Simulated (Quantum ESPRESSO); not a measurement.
# Planted mistakes on one cell of SiAsO3F3

These are calculations, not measurements. They come from pw.x of Quantum ESPRESSO 7.5, a plane-wave density functional program, with PseudoDojo standard norm-conserving files (v0.5 for PBE, v0.4.1 for LDA and PBEsol). The cells are made up: elements, strain and atom displacements were drawn at random, and nothing was relaxed. There is no spin polarisation, spin-orbit coupling or dispersion term.

The cell has 9 sites of a quartz lattice. Sites 1 to 3 hold empty Si As; sites 4 to 9 hold O O O F F F. Cell vectors in Å: (5.131, 0.015, 0.038); (-2.552, 4.502, 0.027); (0.042, 0.059, 5.571). Settings: PBE, cutoff 1143 eV, 5 x 5 x 4 k mesh shifted by half a step, Fermi-Dirac smearing of 0.025 eV.

The intended run has a self-consistency threshold of 1e-07 eV, a smearing term of 0.000 eV, a pressure of 9.22 GPa and 14 iterations. Each further run changes one thing: all lengths scaled by 1.0092; atoms of sites 2 and 3 exchanged; cutoff 622 eV; files of LDA; k mesh 1 x 1 x 1; one electron removed; smearing 0.74 eV; threshold 0.07 eV. A coarse mesh keeps the shift, and a charged cell sits in a uniform background.

| run | change of free energy (eV) | smearing term -TS (eV) | change of P (GPa) | largest change of a force component (eV/Å) | iterations |
| --- | --- | --- | --- | --- | --- |
| A | -1.690 | -0.033 | -11.49 | 2.743 | 15 |
| B | 10.657 | 0.000 | -5.96 | 0.575 | 14 |
| C | -0.591 | 0.000 | -0.46 | 12.027 | 14 |
| D | 0.044 | 0.000 | -0.77 | 0.725 | 14 |
| E | 38.718 | 0.000 | -217.36 | 0.885 | 14 |
| F | -0.175 | 0.000 | -2.82 | 1.094 | 14 |
| G | -1.211 | -2.638 | 5.60 | 1.753 | 13 |
| H | 0.001 | 0.000 | -0.13 | 0.158 | 8 |

A rerun of the intended cell at 1437 eV and k mesh 7 x 7 x 6 moved values by no more than 0.004 eV in the cell's energy, 0.02 GPa in stress and 0.002 eV/Å in force.

Question: which change belongs to which run?

## Worked reading

Run H has the fewest iterations, as a run stopped early does. Run G has the largest smearing term, as wide smearing gives. Run E has a higher energy and the largest fall in pressure, as too small a basis gives. Run F changes the volume by a factor of 1.0279; minus its pressure change over the logarithm of that factor, 102 GPa, is a rough bulk modulus with clamped atoms. Energies from files of another functional, or of a charged cell, have another zero and say nothing on stability; the pressure of a charged cell rests on the program's zero of potential too.

## Key

```
run                            change
  A              one electron removed
  B                      files of LDA
  C  atoms of sites 2 and 3 exchanged
  D                  k mesh 1 x 1 x 1
  E                     cutoff 622 eV
  F      all lengths scaled by 1.0092
  G                  smearing 0.74 eV
  H                 threshold 0.07 eV
```